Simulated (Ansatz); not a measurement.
# What DFT gives for TiGaNi

```xyz
9
Lattice="3.3875 5.8672 0.0000 -3.3875 5.8672 0.0000 0.0000 0.0000 3.1562" Properties=species:S:1:pos:R:3 pbc="T T T"
Ni    0.0000    0.0000    1.5781
Ni   -0.0003    3.9117    0.0000
Ni    0.0003    7.8228    0.0000
Ga   -1.5379    5.8672    0.0000
Ga    2.4627    4.2655    0.0000
Ga   -0.9248    1.6018    0.0000
Ti    0.7791    5.8672    1.5781
Ti    1.3042    2.2589    1.5781
Ti   -2.0833    3.6084    1.5781
```

Method: r2SCAN, with U_eff = 4.05 eV on Ni d, U_eff = 5.38 eV on Ti d (atomic projectors), no spin polarisation; PAW, plane waves to 500 eV, 6×6×11 Γ-centred mesh, fermi-dirac occupations (width 0.1 eV) (Ansatz 0.2.0), atoms fixed.

**Question.** Is there a gap?

**Answer.** It is a metal, with about 4.7 states/eV a cell as the mean within 0.25 eV of the Fermi level, mostly Ti d (49 %), Ni d (20 %) and Ga p (18 %).

**Question.** Describe some of the short contacts.

**Answer.** Ni–Ga at 2.43 Å: least valence density 0.37 e/Å³ and ELF 0.34 there. Ni–Ti at 2.61 Å: least valence density 0.35 e/Å³ and ELF 0.39 there. Ga–Ti at 2.80 Å: least valence density 0.19 e/Å³ and ELF 0.12 there. These are pseudo-fields; inside the PAW spheres they differ from the all-electron ones.

**Question.** Where is the largest force?

**Answer.** The largest is on Ti8 (and as large on other atoms): 0.79 eV/Å, components (0.40, 0.68, 0.00). It makes 180° with the line to a nearest neighbour, Ni1 at 2.61 Å, pointing away from it.

**Question.** What does the stress say?

**Answer.** The pressure is 6.7 GPa (compression positive), so with the atoms held at these fractions the cell would first expand.

Origin: a database entry at a rescaled volume. Caveats: no spin polarisation, so a magnetic state may lie lower.

Run time, from a saved density: 3 min on 1 thread of Intel(R) Xeon(R) 6975P-C (Granite Rapids), on a shared host, peak memory 1.5 GiB. The time holds forces, stress, Bader, DOS, bands, ELF.
